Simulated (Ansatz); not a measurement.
Ni₇Ge₄:
```
Ni7Ge4
1.0
   -1.95362     4.95342     3.38948
    1.95362    -4.95342     3.38948
    1.95362     4.95342    -3.38948
Ni Ge
7 4
Direct
  0.61638   0.99393   0.62244
  0.37149   0.99393   0.37756
  0.12736   0.00270   0.12466
  0.87804   0.00270   0.87534
  0.66550   0.66550   0.00000
  0.08744   0.33291   0.75452
  0.57839   0.33291   0.24548
  0.91654   0.66612   0.25042
  0.41570   0.66612   0.74958
  0.31640   0.31640   0.00000
  0.86101   0.36101   0.50000
```

Relaxed with PBEsol. Special points in fractions of this cell's reciprocal vectors: Γ (0.000, 0.000, 0.000); X (0.500, -0.500, 0.500); F0 (0.289, -0.289, 0.711); Σ0 (-0.289, 0.289, 0.289); Λ0 (0.367, 0.367, -0.367); G0 (0.633, -0.367, 0.367); R (0.000, 0.500, 0.000); W (0.250, 0.250, 0.250); S (0.500, 0.000, 0.000); T (0.000, 0.000, 0.500).

Q: List the band energies nearest the Fermi level at these points for PBEsol (plane waves, PAW; program Ansatz).

A: In eV from the Fermi level; about four levels below and three above (degenerate sets whole), none deeper than 8.9 eV; points with the same levels are listed once.

```tsv
k	below	above
Γ	-0.96 -0.86 -0.78 -0.67	0.22 0.76 1.24
X	-1.08 -0.94 -0.70 -0.58	0.55 1.34 1.63
F0	-0.72 -0.55 -0.32 0.00	0.10 0.25 1.18
Λ0	-0.95 -0.83 -0.70 -0.32	0.76 1.17 1.23
R	-1.09 -0.83 -0.64 -0.57	0.59 0.76 1.27
W	-0.74 -0.73 -0.24 -0.18	1.41 1.69 2.68
S	-1.01 -0.85 -0.42 -0.04	0.27 0.32 0.49
T	-0.93 -0.69 -0.57 -0.29	0.01 0.51 0.56
```

Space group Imm2. The workflow started from a Materials Project entry (that database holds measured and hypothetical structures alike); the Crystallography Open Database copy checked does not list it. Its standing as an ambient phase is unchecked. The cell was relaxed with PBEsol under the symmetry of its start; whether a distortion lowers the energy is not shown. No spin polarisation was allowed. Spin–orbit coupling is left out wherever it is not named.

Potentials: the later of the program's two PAW sets.
